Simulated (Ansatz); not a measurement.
Recipe of this trial structure of CrCdC₄N₄: two interpenetrating cyanide-bridged diamond nets (P-43m, No. 215). Lengths were set from tabulated atomic sizes, so they are only a guess.

```xyz
10
Lattice="6.0056 0.0000 0.0000 0.0000 6.0056 0.0000 0.0000 0.0000 6.0056" Properties=species:S:1:pos:R:3 pbc="T T T"
Cr    3.0028    3.0028    3.0028
Cd    0.0000    0.0000    0.0000
C     1.1553    1.1553    1.1553
C     1.1553    4.8503    4.8503
C     4.8503    1.1553    4.8503
C     4.8503    4.8503    1.1553
N     1.8308    1.8308    1.8308
N     1.8308    4.1748    4.1748
N     4.1748    1.8308    4.1748
N     4.1748    4.1748    1.8308
```

Theory: DFT PBE, scalar-relativistic, plane waves, PAW (Ansatz). Cutoff 420 eV, Gaussian smearing, Γ-centred meshes. Cell and atoms relax first on a coarse mesh and then on a finer one. In between, the cell is made exact in the group found at 0.06 Å. In metals the finer mesh still leaves noise of several meV/atom or more. The steps can't lower the symmetry of their start. Collinear spin, starting moments Cr 3.0 μB.

A guess keeps its type if space group and coordination stay and the shape of the cell changes little (axis ratios within about 15 %, angles within 6°); the volume may change.

Question: Does it keep its structure type, or change into something else?

Answer: It keeps its type. The symmetry stays P-43m (No. 215). The volume per atom grows by 11.9 %, from 21.7 to 24.2 Å³. The shortest distance stays 1.17 Å (C–N). Counting neighbours within 15 % of an atom's shortest distance, the start has C 1, Cd 4, Cr 4, N 1 and the end C 1, Cd 4, Cr 4, N 1.

The last run used collinear spin, a 6×6×6 mesh for its 10-atom cell and Gaussian smearing of 0.10 eV. The magnetic state reached may not be the lowest. Symmetry constrained the relaxation, so the result can be a saddle point.
